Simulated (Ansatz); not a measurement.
The start is a relaxed Pd cell, doubled along one cell vector, shaken by Gaussian noise of σ = 0.08 Å a coordinate. A full variable-cell relaxation at zero pressure is run with r2SCAN (plane waves to 500 eV, PAW, scalar-relativistic; Ansatz, a first-principles code). First-step values are on the input's coarse k-mesh.

Ansatz input (later rounds restart from its end on a renewed k-mesh):
Ansatz 0.2 input:
```yaml
crystal:
  lattice:
    - [2.7416749709, 0, 0]
    - [-1.3708374854, 2.3743601737, 0]
    - [0, 0, 9.2368104396]
  atoms:
    - { symbol: Pd, position: [0.3725718292, 0.7265083121, 0.1264059327] }
    - { symbol: Pd, position: [0.3476221539, 0.6737167542, 0.6289829437] }
    - { symbol: Pd, position: [0.713865436, 0.3809239688, 0.3512087461] }
    - { symbol: Pd, position: [0.6744467389, 0.3636867603, 0.8901625289] }
basis: { ecutwfc: 500, ecutrho_ratio: 4, xc_grid: 4, fft_grid_basis: typed }
kpoints: { mp_grid: { grid: [14, 14, 4] } }
hamiltonian:
  xc: r2scan
  dispersion: none
  pseudopotentials: { azcp: { folder: ./paw }, kind: paw }
scf: { occupations: { method: fermi_dirac, width: 0.05 } }
relax: { f_tol: 0.01, max_steps: 100, cell: { stress_tol: 0.02 } }
output: { forces: true, stress: true }
```

Question: How large is the pressure on the unrelaxed cell, and of which sign?

Answer: +4.1 GPa (positive: the cell is compressed).

Question: What is the largest force in the starting geometry, and on which atom (counted from 1)?

Answer: 2.25 eV/Å, on Pd3 (atoms numbered as listed).

Question: Does it find its way back to the structure it was made from?

Answer: The parent structure is recovered, P6₃/mmc (No. 194).

Question: How do the shortest distances between atoms change?

Answer: The closest pairs of elements (up to four, under 3.6 Å), start → end: Pd–Pd 2.59 → 2.74 Å.

Question: What band gap does the relaxed structure have at this level?

Answer: No gap (metallic).

The end point of the relaxation:

```cif
data_Pd2
_chemical_formula_sum 'Pd2'
_space_group_name_H-M_alt 'P63/mmc'
_space_group_IT_number 194
_space_group_name_Hall '-P 6c 2c'
_cell_length_a 2.74186
_cell_length_b 2.74186
_cell_length_c 4.61815
_cell_angle_alpha 90.000
_cell_angle_beta 90.000
_cell_angle_gamma 120.000
loop_
_atom_site_label
_atom_site_type_symbol
_atom_site_symmetry_multiplicity
_atom_site_Wyckoff_symbol
_atom_site_fract_x
_atom_site_fract_y
_atom_site_fract_z
_atom_site_occupancy
Pd1 Pd 2 d 0.66667 0.33333 0.25000 1
```

Final values are on a 19×19×10 k-mesh of the relaxed cell. No spin polarisation in the result.

The relaxed structure here is a generated cell of Pd: the first start was made by placing the elements on the sites of a structure type, and the end was not matched to a known phase here, so it may be hypothetical. Known forms of Pd include space group No. 225.
